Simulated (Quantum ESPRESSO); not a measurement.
Simulation results for Al2ZnGeN4 (made-up cell), Ga3GeP4 (made-up cell)

Calculation on a made-up crystal cell, not a measurement: periodic Kohn-Sham density functional theory in plane waves with PseudoDojo standard norm-conserving scalar-relativistic pseudopotentials, each functional with its own files (v0.5 for PBE, v0.4.1 for LDA and PBEsol), no spin polarisation, no spin-orbit coupling, atoms not relaxed, stress positive in tension, energies less a fixed whole-eV offset for each atom's element; levels are Kohn-Sham levels at fractions of this cell's reciprocal vectors, counted from the reference band (half the neutral cell's valence electrons, rounded up) at Gamma; error bars cover cutoff and k-mesh only, not smearing or the files; added strain carries the atoms with the cell, and shear is the tensor component; each bar is the largest change over components, and at least 0.002 eV, 0.002 eV per angstrom or 0.02 GPa; energies are for the whole cell, and the offsets were chosen from early runs and are not element reference energies. Program: Quantum ESPRESSO 7.5.

Settings shared by all entries: lattice type zincblende/diamond; functional pbe; scf tolerance 1e-07 eV; electrons removed 0.

(1) 
```cif
# cell vector a (Å): 4.4204 -0.0150 0.0228
# cell vector b (Å): -0.0150 4.4353 0.0073
# cell vector c (Å): 0.0228 0.0073 4.3861
data_Al2ZnGeN4
_symmetry_space_group_name_H-M 'P 1'
_symmetry_Int_Tables_number 1
_cell_length_a 4.4205
_cell_length_b 4.4353
_cell_length_c 4.3862
_cell_angle_alpha 89.811
_cell_angle_beta 89.407
_cell_angle_gamma 90.388
_cell_volume 85.99
loop_
_atom_site_label
_atom_site_type_symbol
_atom_site_fract_x
_atom_site_fract_y
_atom_site_fract_z
_atom_site_occupancy
Zn1 Zn 0.99917 0.99797 0.99809 1
Al1 Al 0.00026 0.51040 0.49574 1
Al2 Al 0.50006 0.00572 0.47091 1
Ge1 Ge 0.50679 0.49408 0.99969 1
N1 N 0.24159 0.24920 0.25576 1
N2 N 0.23988 0.74505 0.73792 1
N3 N 0.74660 0.25390 0.75188 1
N4 N 0.74220 0.74202 0.25553 1
_calc_cutoff 1143  # eV
_calc_fermi_dirac_smearing 0.025  # eV
_calc_k_mesh '4 x 4 x 4, shifted by half a step'
_calc_free_energy_less_offsets -2.644  # eV
_calc_smearing_term_minus_ts 0  # eV
_calc_scf_iterations 12
_calc_pressure 7.643  # GPa
_calc_stress_xx -7.613  # GPa
_calc_stress_yy -8.317  # GPa
_calc_stress_zz -6.998  # GPa
_calc_stress_yz -2.119  # GPa
_calc_stress_xz 0.6103  # GPa
_calc_stress_xy 0.8882  # GPa
_calc_error_bar_energy 0.002654  # eV
_calc_error_bar_stress 0.02  # GPa
_calc_error_bar_force 0.002  # eV/angstrom
_calc_error_bars_from 'tighter rerun of this cell'
```

Atoms:
```tsv
atoms element	atom site	atom energy offset (eV)
Zn	1	-5687
Al	2	-64
Al	3	-64
Ge	4	-2430
N	5	-283
N	6	-283
N	7	-283
N	8	-283
```

Forces:
```tsv
site	x (eV/Å)	y (eV/Å)	z (eV/Å)
1	-0.017	-0.08196	-0.3011
2	-0.3404	-0.9882	0.3942
3	-0.3357	-0.3143	2.358
4	-1.375	0.5163	-0.6847
5	1.276	1.515	0.1295
6	2.397	-0.4032	-0.2298
7	-0.9233	0.5008	-1.753
8	-0.6818	-0.7445	0.08685
```

(2) 
```cif
# cell vector a (Å): 4.4204 -0.0150 0.0228
# cell vector b (Å): -0.0150 4.4353 0.0073
# cell vector c (Å): 0.0228 0.0073 4.3861
data_Al2ZnGeN4
_symmetry_space_group_name_H-M 'P 1'
_symmetry_Int_Tables_number 1
_cell_length_a 4.4205
_cell_length_b 4.4353
_cell_length_c 4.3862
_cell_angle_alpha 89.811
_cell_angle_beta 89.407
_cell_angle_gamma 90.388
_cell_volume 85.99
loop_
_atom_site_label
_atom_site_type_symbol
_atom_site_fract_x
_atom_site_fract_y
_atom_site_fract_z
_atom_site_occupancy
Zn1 Zn 0.99917 0.99797 0.99809 1
Al1 Al 0.00026 0.51040 0.49574 1
Al2 Al 0.50002 0.00571 0.47773 1
Ge1 Ge 0.50679 0.49408 0.99969 1
N1 N 0.24159 0.24920 0.25576 1
N2 N 0.23988 0.74505 0.73792 1
N3 N 0.74660 0.25390 0.75188 1
N4 N 0.74220 0.74202 0.25553 1
_calc_cutoff 1143  # eV
_calc_fermi_dirac_smearing 0.025  # eV
_calc_k_mesh '4 x 4 x 4, shifted by half a step'
_calc_free_energy_less_offsets -2.707  # eV
_calc_smearing_term_minus_ts 0  # eV
_calc_scf_iterations 12
_calc_pressure 7.434  # GPa
_calc_stress_xx -7.308  # GPa
_calc_stress_yy -7.936  # GPa
_calc_stress_zz -7.056  # GPa
_calc_stress_yz -2.133  # GPa
_calc_stress_xz 0.6343  # GPa
_calc_stress_xy 0.4871  # GPa
_calc_error_bar_energy 0.002654  # eV
_calc_error_bar_stress 0.02  # GPa
_calc_error_bar_force 0.002  # eV/angstrom
_calc_error_bars_from 'tighter rerun of a related cell'
```

Atoms:
```tsv
atoms element	atom site	atom energy offset (eV)
Zn	1	-5687
Al	2	-64
Al	3	-64
Ge	4	-2430
N	5	-283
N	6	-283
N	7	-283
N	8	-283
```

Forces:
```tsv
site	x (eV/Å)	y (eV/Å)	z (eV/Å)
1	-0.01946	-0.08323	-0.2202
2	-0.3387	-0.9881	0.3175
3	-0.3537	-0.3206	1.826
4	-1.375	0.5107	-0.5193
5	1.377	1.414	0.2429
6	2.372	-0.4355	-0.1642
7	-0.8942	0.5392	-1.679
8	-0.7674	-0.637	0.196
```

(3) 
```cif
# cell vector a (Å): 4.4204 -0.0150 0.0228
# cell vector b (Å): -0.0150 4.4353 0.0073
# cell vector c (Å): 0.0228 0.0073 4.3861
data_Al2ZnGeN4
_symmetry_space_group_name_H-M 'P 1'
_symmetry_Int_Tables_number 1
_cell_length_a 4.4205
_cell_length_b 4.4353
_cell_length_c 4.3862
_cell_angle_alpha 89.811
_cell_angle_beta 89.407
_cell_angle_gamma 90.388
_cell_volume 85.99
loop_
_atom_site_label
_atom_site_type_symbol
_atom_site_fract_x
_atom_site_fract_y
_atom_site_fract_z
_atom_site_occupancy
Zn1 Zn 0.99917 0.99797 0.99809 1
Al1 Al 0.00026 0.51040 0.49574 1
Al2 Al 0.49999 0.00570 0.48338 1
Ge1 Ge 0.50679 0.49408 0.99969 1
N1 N 0.24159 0.24920 0.25576 1
N2 N 0.23988 0.74505 0.73792 1
N3 N 0.74660 0.25390 0.75188 1
N4 N 0.74220 0.74202 0.25553 1
_calc_cutoff 1143  # eV
_calc_fermi_dirac_smearing 0.025  # eV
_calc_k_mesh '4 x 4 x 4, shifted by half a step'
_calc_free_energy_less_offsets -2.746  # eV
_calc_smearing_term_minus_ts 0  # eV
_calc_scf_iterations 12
_calc_pressure 7.301  # GPa
_calc_stress_xx -7.115  # GPa
_calc_stress_yy -7.694  # GPa
_calc_stress_zz -7.094  # GPa
_calc_stress_yz -2.147  # GPa
_calc_stress_xz 0.6508  # GPa
_calc_stress_xy 0.1643  # GPa
_calc_error_bar_energy 0.002654  # eV
_calc_error_bar_stress 0.02  # GPa
_calc_error_bar_force 0.002  # eV/angstrom
_calc_error_bars_from 'tighter rerun of a related cell'
```

Atoms:
```tsv
atoms element	atom site	atom energy offset (eV)
Zn	1	-5687
Al	2	-64
Al	3	-64
Ge	4	-2430
N	5	-283
N	6	-283
N	7	-283
N	8	-283
```

Forces:
```tsv
site	x (eV/Å)	y (eV/Å)	z (eV/Å)
1	-0.02149	-0.08427	-0.1529
2	-0.3373	-0.9879	0.2534
3	-0.3685	-0.3268	1.38
4	-1.376	0.5063	-0.3814
5	1.452	1.338	0.3341
6	2.346	-0.4674	-0.1053
7	-0.8643	0.5772	-1.611
8	-0.8312	-0.5557	0.2838
```

(4) 
```cif
# cell vector a (Å): 4.4204 -0.0150 0.0228
# cell vector b (Å): -0.0150 4.4353 0.0073
# cell vector c (Å): 0.0228 0.0073 4.3861
data_Al2ZnGeN4
_symmetry_space_group_name_H-M 'P 1'
_symmetry_Int_Tables_number 1
_cell_length_a 4.4205
_cell_length_b 4.4353
_cell_length_c 4.3862
_cell_angle_alpha 89.811
_cell_angle_beta 89.407
_cell_angle_gamma 90.388
_cell_volume 85.99
loop_
_atom_site_label
_atom_site_type_symbol
_atom_site_fract_x
_atom_site_fract_y
_atom_site_fract_z
_atom_site_occupancy
Zn1 Zn 0.99917 0.99797 0.99809 1
Al1 Al 0.00026 0.51040 0.49574 1
Al2 Al 0.49993 0.00568 0.49487 1
Ge1 Ge 0.50679 0.49408 0.99969 1
N1 N 0.24159 0.24920 0.25576 1
N2 N 0.23988 0.74505 0.73792 1
N3 N 0.74660 0.25390 0.75188 1
N4 N 0.74220 0.74202 0.25553 1
_calc_cutoff 1143  # eV
_calc_fermi_dirac_smearing 0.025  # eV
_calc_k_mesh '4 x 4 x 4, shifted by half a step'
_calc_free_energy_less_offsets -2.793  # eV
_calc_smearing_term_minus_ts 0  # eV
_calc_scf_iterations 12
_calc_pressure 7.148  # GPa
_calc_stress_xx -6.892  # GPa
_calc_stress_yy -7.409  # GPa
_calc_stress_zz -7.145  # GPa
_calc_stress_yz -2.187  # GPa
_calc_stress_xz 0.6739  # GPa
_calc_stress_xy -0.4733  # GPa
_calc_error_bar_energy 0.002654  # eV
_calc_error_bar_stress 0.02  # GPa
_calc_error_bar_force 0.002  # eV/angstrom
_calc_error_bars_from 'tighter rerun of a related cell'
```

Atoms:
```tsv
atoms element	atom site	atom energy offset (eV)
Zn	1	-5687
Al	2	-64
Al	3	-64
Ge	4	-2430
N	5	-283
N	6	-283
N	7	-283
N	8	-283
```

Forces:
```tsv
site	x (eV/Å)	y (eV/Å)	z (eV/Å)
1	-0.02571	-0.0865	-0.01574
2	-0.3343	-0.9873	0.1219
3	-0.3993	-0.3426	0.4624
4	-1.376	0.4986	-0.09987
5	1.584	1.205	0.5099
6	2.279	-0.5479	0.02617
7	-0.7857	0.6731	-1.458
8	-0.9419	-0.4119	0.453
```

(5) 
```cif
# cell vector a (Å): 4.4204 -0.0150 0.0228
# cell vector b (Å): -0.0150 4.4353 0.0073
# cell vector c (Å): 0.0228 0.0073 4.3861
data_Al2ZnGeN4
_symmetry_space_group_name_H-M 'P 1'
_symmetry_Int_Tables_number 1
_cell_length_a 4.4205
_cell_length_b 4.4353
_cell_length_c 4.3862
_cell_angle_alpha 89.811
_cell_angle_beta 89.407
_cell_angle_gamma 90.388
_cell_volume 85.99
loop_
_atom_site_label
_atom_site_type_symbol
_atom_site_fract_x
_atom_site_fract_y
_atom_site_fract_z
_atom_site_occupancy
Zn1 Zn 0.99917 0.99797 0.99809 1
Al1 Al 0.00026 0.51040 0.49574 1
Al2 Al 0.49990 0.00567 0.50098 1
Ge1 Ge 0.50679 0.49408 0.99969 1
N1 N 0.24159 0.24920 0.25576 1
N2 N 0.23988 0.74505 0.73792 1
N3 N 0.74660 0.25390 0.75188 1
N4 N 0.74220 0.74202 0.25553 1
_calc_cutoff 1143  # eV
_calc_fermi_dirac_smearing 0.025  # eV
_calc_k_mesh '4 x 4 x 4, shifted by half a step'
_calc_free_energy_less_offsets -2.799  # eV
_calc_smearing_term_minus_ts 0  # eV
_calc_scf_iterations 12
_calc_pressure 7.132  # GPa
_calc_stress_xx -6.866  # GPa
_calc_stress_yy -7.371  # GPa
_calc_stress_zz -7.158  # GPa
_calc_stress_yz -2.214  # GPa
_calc_stress_xz 0.6799  # GPa
_calc_stress_xy -0.8072  # GPa
_calc_error_bar_energy 0.002654  # eV
_calc_error_bar_stress 0.02  # GPa
_calc_error_bar_force 0.002  # eV/angstrom
_calc_error_bars_from 'tighter rerun of a related cell'
```

Atoms:
```tsv
atoms element	atom site	atom energy offset (eV)
Zn	1	-5687
Al	2	-64
Al	3	-64
Ge	4	-2430
N	5	-283
N	6	-283
N	7	-283
N	8	-283
```

Forces:
```tsv
site	x (eV/Å)	y (eV/Å)	z (eV/Å)
1	-0.028	-0.08773	0.05735
2	-0.3328	-0.9869	0.05158
3	-0.4163	-0.3531	-0.02806
4	-1.375	0.495	0.05018
5	1.642	1.144	0.5973
6	2.234	-0.5996	0.1019
7	-0.7334	0.735	-1.367
8	-0.9908	-0.3467	0.5371
```

(6) 
```cif
# cell vector a (Å): 4.4204 -0.0150 0.0228
# cell vector b (Å): -0.0150 4.4353 0.0073
# cell vector c (Å): 0.0228 0.0073 4.3861
data_Al2ZnGeN4
_symmetry_space_group_name_H-M 'P 1'
_symmetry_Int_Tables_number 1
_cell_length_a 4.4205
_cell_length_b 4.4353
_cell_length_c 4.3862
_cell_angle_alpha 89.811
_cell_angle_beta 89.407
_cell_angle_gamma 90.388
_cell_volume 85.99
loop_
_atom_site_label
_atom_site_type_symbol
_atom_site_fract_x
_atom_site_fract_y
_atom_site_fract_z
_atom_site_occupancy
Zn1 Zn 0.99917 0.99797 0.99809 1
Al1 Al 0.00026 0.51040 0.49574 1
Al2 Al 0.49983 0.00565 0.51439 1
Ge1 Ge 0.50679 0.49408 0.99969 1
N1 N 0.24159 0.24920 0.25576 1
N2 N 0.23988 0.74505 0.73792 1
N3 N 0.74660 0.25390 0.75188 1
N4 N 0.74220 0.74202 0.25553 1
_calc_cutoff 1143  # eV
_calc_fermi_dirac_smearing 0.025  # eV
_calc_k_mesh '4 x 4 x 4, shifted by half a step'
_calc_stress_xx ?
```

Atoms:
```tsv
atoms element	atom site	atom energy offset (eV)
Zn	1	-5687
Al	2	-64
Al	3	-64
Ge	4	-2430
N	5	-283
N	6	-283
N	7	-283
N	8	-283
```

(7) 
```cif
# cell vector a (Å): 4.4204 -0.0150 0.0228
# cell vector b (Å): -0.0150 4.4353 0.0073
# cell vector c (Å): 0.0228 0.0073 4.3861
data_Al2ZnGeN4
_symmetry_space_group_name_H-M 'P 1'
_symmetry_Int_Tables_number 1
_cell_length_a 4.4205
_cell_length_b 4.4353
_cell_length_c 4.3862
_cell_angle_alpha 89.811
_cell_angle_beta 89.407
_cell_angle_gamma 90.388
_cell_volume 85.99
loop_
_atom_site_label
_atom_site_type_symbol
_atom_site_fract_x
_atom_site_fract_y
_atom_site_fract_z
_atom_site_occupancy
Zn1 Zn 0.99917 0.99797 0.99809 1
Al1 Al 0.00026 0.51040 0.49574 1
Al2 Al 0.49981 0.00564 0.51884 1
Ge1 Ge 0.50679 0.49408 0.99969 1
N1 N 0.24159 0.24920 0.25576 1
N2 N 0.23988 0.74505 0.73792 1
N3 N 0.74660 0.25390 0.75188 1
N4 N 0.74220 0.74202 0.25553 1
_calc_cutoff 1143  # eV
_calc_fermi_dirac_smearing 0.025  # eV
_calc_k_mesh '4 x 4 x 4, shifted by half a step'
_calc_stress_yy ?
_calc_stress_xz ?
```

Atoms:
```tsv
atoms element	atom site	atom energy offset (eV)
Zn	1	-5687
Al	2	-64
Al	3	-64
Ge	4	-2430
N	5	-283
N	6	-283
N	7	-283
N	8	-283
```

(8) 
```cif
# cell vector a (Å): 5.8175 -0.0488 -0.0022
# cell vector b (Å): -0.0488 5.8367 0.0967
# cell vector c (Å): -0.0022 0.0967 5.9398
data_Ga3GeP4
_symmetry_space_group_name_H-M 'P 1'
_symmetry_Int_Tables_number 1
_cell_length_a 5.8177
_cell_length_b 5.8377
_cell_length_c 5.9406
_cell_angle_alpha 88.118
_cell_angle_beta 90.051
_cell_angle_gamma 90.960
_cell_volume 201.62
loop_
_atom_site_label
_atom_site_type_symbol
_atom_site_fract_x
_atom_site_fract_y
_atom_site_fract_z
_atom_site_occupancy
Ge1 Ge 0.99872 0.01149 0.00284 1
Ga1 Ga 0.99903 0.51106 0.49909 1
Ga2 Ga 0.50577 0.98969 0.51158 1
Ga3 Ga 0.49320 0.49809 0.00091 1
P1 P 0.25972 0.25282 0.25779 1
P2 P 0.25657 0.74294 0.74666 1
P3 P 0.75507 0.24557 0.74683 1
P4 P 0.75102 0.75669 0.25288 1
_calc_cutoff 1088  # eV
_calc_fermi_dirac_smearing 0.1  # eV
_calc_k_mesh '6 x 6 x 6, shifted by half a step'
_calc_pressure ?
```

Atoms:
```tsv
atoms element	atom site	atom energy offset (eV)
Ge	1	-2430
Ga	2	-2080
Ga	3	-2080
Ga	4	-2080
P	5	-189
P	6	-189
P	7	-189
P	8	-189
```

Question: Give the missing stress xx for Al2ZnGeN4 (made-up cell) (entry 6).
Answer: -7.034 GPa

Question: Give the table of forces values for Al2ZnGeN4 (made-up cell) (entry 6).
Answer: 
Forces:
```tsv
site	x (eV/Å)	y (eV/Å)	z (eV/Å)
1	-0.03318	-0.09046	0.2178
2	-0.3294	-0.9856	-0.1024
3	-0.4565	-0.3823	-1.102
4	-1.373	0.4887	0.3789
5	1.745	1.035	0.7723
6	2.113	-0.7361	0.2805
7	-0.5904	0.8997	-1.15
8	-1.075	-0.2294	0.7053
```

Question: Estimate the stress yy of Al2ZnGeN4 (made-up cell) (entry 7).
Answer: -7.717 GPa

Question: Al2ZnGeN4 (made-up cell) (entry 7): stress xz?
Answer: 0.6699 GPa

Question: Ga3GeP4 (made-up cell) (entry 8): pressure?
Answer: -6.98 GPa

Further results for Al2ZnGeN4 (made-up cell) (entry 6):

```
free energy less offsets : -2.765 eV
smearing term minus ts   : 0 eV
scf iterations           : 12
pressure                 : 7.252 GPa
stress yy                : -7.567 GPa
stress zz                : -7.153 GPa
stress yz                : -2.288 GPa
stress xz                : 0.6764 GPa
stress xy                : -1.544 GPa
error bar energy         : 0.002654 eV
error bar stress         : 0.02 GPa
error bar force          : 0.002 eV/Å
error bars from          : tighter rerun of a related cell
```

Further results for Al2ZnGeN4 (made-up cell) (entry 7):

```
free energy less offsets : -2.74 eV
smearing term minus ts   : 0 eV
scf iterations           : 12
pressure                 : 7.339 GPa
stress xx                : -7.159 GPa
stress zz                : -7.141 GPa
stress yz                : -2.318 GPa
stress xy                : -1.794 GPa
error bar energy         : 0.002654 eV
error bar stress         : 0.02 GPa
error bar force          : 0.002 eV/Å
error bars from          : tighter rerun of a related cell
```

Forces:
```tsv
site	x (eV/Å)	y (eV/Å)	z (eV/Å)
1	-0.03492	-0.09133	0.2708
2	-0.3284	-0.9851	-0.1531
3	-0.471	-0.3941	-1.456
4	-1.372	0.4871	0.4875
5	1.771	1.006	0.8248
6	2.066	-0.7886	0.3429
7	-0.5339	0.9637	-1.073
8	-1.097	-0.1978	0.7558
```

Further results for Ga3GeP4 (made-up cell) (entry 8):

```
free energy less offsets : -2.129 eV
smearing term minus ts   : -0.06777 eV
scf iterations           : 11
stress xx                : 6.57 GPa
stress yy                : 6.793 GPa
stress zz                : 7.577 GPa
stress yz                : 1.079 GPa
stress xz                : 0.07806 GPa
stress xy                : -0.4749 GPa
fermi level              : 1.224 eV
reference band           : 37
error bar energy         : 0.002852 eV
error bar stress         : 0.02 GPa
error bar force          : 0.006595 eV/Å
error bar next band up   : 0.002 eV
error bar fermi level    : 0.03451 eV
error bars from          : tighter rerun of a related cell
```

Forces:
```tsv
site	x (eV/Å)	y (eV/Å)	z (eV/Å)
1	0.5059	-0.2696	0.00342
2	0.2714	-0.3008	-0.07423
3	0.08518	0.2488	-0.3204
4	0.3927	-0.03964	-0.0509
5	-0.2761	0.04489	0.2312
6	-0.2866	0.06225	0.1787
7	-0.4085	0.4623	0.04691
8	-0.284	-0.2083	-0.0147
```

Levels:
```tsv
level k point	next band up (eV)
Gamma	1.251
(1/2,1/2,1/2)	0.8724
(0.15,0,0)	1.464
(0,0.15,0)	1.451
(0,0,0.15)	1.544
```
